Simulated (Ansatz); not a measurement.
Data:

CuI:
```
CELL_PARAMETERS angstrom
      3.95764     0.00000     0.00000
      0.00000     3.95764     0.00000
      0.00000     0.00000     6.18018
ATOMIC_POSITIONS crystal
  Cu 0.00000 0.00000 0.50000
  Cu 0.50000 0.50000 0.50000
  I  0.00000 0.50000 0.77103
  I  0.50000 0.00000 0.22897
```

This is the LDA-relaxed structure.

Problem. All from LDA in the plane-wave PAW code Ansatz, unless another level is named. Predict the band gap.

Solution. 1.48 eV (direct).

Problem. Predict the formation energy from the elements (no fitted shifts).

Solution. -0.099 eV/atom.

Problem. Predict the electron effective mass.

Solution. 0.17, 0.17, 0.21 mₑ (principal values).

Problem. What about the weight of the valence-edge state by species (Voronoi cells)?

Solution. I 55 %, Cu 45 %.

Space group P4/nmm. The cell is a constructed one: a structure type filled with these elements; the Crystallography Open Database copy checked does not list it. It is not the phase usual at ambient conditions (space group No. 216). Symmetry was held in the LDA relaxation; phonons on a q-mesh show weakly imaginary modes. The run is not spin-polarised. A crystal of weakly bound layers computed without a dispersion correction: the cell and the soft elastic constants depend strongly on that. The references are the lowest solids computed at this level, not always the standard phases. Scalar-relativistic: spin–orbit coupling is off unless named, which matters more the heavier the elements.

Potentials: the later of the program's two PAW sets.
